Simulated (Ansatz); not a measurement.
A geometry of Bi2Se3 away from equilibrium: step 4 of the relaxation of a relaxed Bi2Se3 cell, doubled along one cell vector, shaken by Gaussian noise of σ = 0.08 Å a coordinate. Computed with r2SCAN (plane waves to 500 eV, PAW, scalar-relativistic; Ansatz, a quantum-chemistry and plane-wave program). Γ-centred k-mesh 4×2×4 on the run's cell (coarser than for final values), Fermi–Dirac smearing 0.05 eV.

```xyz
10
Lattice="3.6821 2.1365 3.6792 -7.3045 4.1666 7.3602 -0.0312 -4.2187 3.6790" Properties=species:S:1:pos:R:3:forces:R:3 pbc="T T T" free_energy=-82524.823 pressure_GPa=0.2
Se    -2.1271     0.3011     5.5470   -0.0317    0.0670    0.1646
Se    -5.8582     2.1181     9.2719   -0.1854    0.1336    0.0887
Se     0.7882    -2.0588     5.5827    0.0155    0.0027    0.0141
Se    -2.7358     0.1332     9.2269   -0.1539   -0.0586    0.1648
Se     1.3288     1.6486     5.5291    0.0856    0.0657    0.1391
Se    -2.4961     3.8523     9.2484    0.1160   -0.0013    0.0886
Bi    -0.0487    -0.0494     3.3852   -0.0110   -0.1213   -0.1989
Bi    -3.7032     2.0864     7.2067    0.1267   -0.0383   -0.3251
Bi     0.0078    -0.0142     7.2437   -0.0912   -0.0354   -0.1240
Bi    -3.7032     2.0441    10.9406    0.1295   -0.0141   -0.0118
```

Positions in Å, forces in eV/Å, free energy of the cell in eV (comparable only within this code, potentials and settings). Largest force: 0.35 eV/Å, on Bi8 (atoms numbered as listed); the geometry lies 0.02 eV/atom above the end of its relaxation.

No spin polarisation in the result. No dispersion correction is included, so spacings between layers, chains or molecules are soft and tend to come out too large.

The end of the path is a generated cell of Bi2Se3: the first start was made by placing the elements on the sites of a structure type, and the end was not matched to a known phase here, so it may be hypothetical. Known forms of Bi2Se3 include space group No. 166.
